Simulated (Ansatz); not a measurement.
Relaxed-ion elastic tensor of ZnSe (zinc blende, F-43m) in GPa (Voigt order), DFT-PBE in the program Ansatz with PAW potentials; density 5.09 g/cm³, 23.55 Å³ per atom.

```
79.7  45.1  45.1   0.0   0.0   0.0
45.1  79.7  45.1   0.0   0.0   0.0
45.1  45.1  79.7   0.0   0.0   0.0
 0.0   0.0   0.0  37.1   0.0   0.0
 0.0   0.0   0.0   0.0  37.1   0.0
 0.0   0.0   0.0   0.0   0.0  37.1
```

### Question
Is the crystal mechanically stable?

### Answer
Yes: the smallest eigenvalue of C is 34.6 GPa.

### Question
Work out the Voigt, Reuss and Hill averages.

### Answer
K_V = 56.6, K_R = 56.6, K_H = 56.6; G_V = 29.2, G_R = 25.5, G_H = 27.3 GPa.

### Question
Give Young's modulus, Poisson's ratio, Pugh's ratio and the universal anisotropy index.

### Answer
E = 9KG/(3K + G) = 70.6 GPa; ν = 0.29; K/G = 2.07 (ductile by the Pugh limit of 1.75); A_U = 5G_V/G_R + K_V/K_R − 6 = 0.73.

### Question
Estimate the sound speeds and the Debye temperature.

### Answer
v_l = √((K + 4G/3)/ρ) = 4280 m/s, v_t = √(G/ρ) = 2320 m/s, mean 2590 m/s; Θ = (h/k)(3n/4πV)^(1/3) v_m = 269 K.

### Question
Give the Zener ratio and Young's modulus along [100], [110] and [111].

### Answer
A = 2C44/(C11 − C12) = 2.14; 1/E = S11 − 2(S11 − S12 − S44/2)Γ with Γ = 0, 1/4, 1/3 gives 47.1, 74.0, 91.4 GPa.

The PBE relaxation kept the symmetry of its start; phonons on a q-mesh show no instability.

Potentials: the later of the program's two PAW sets.
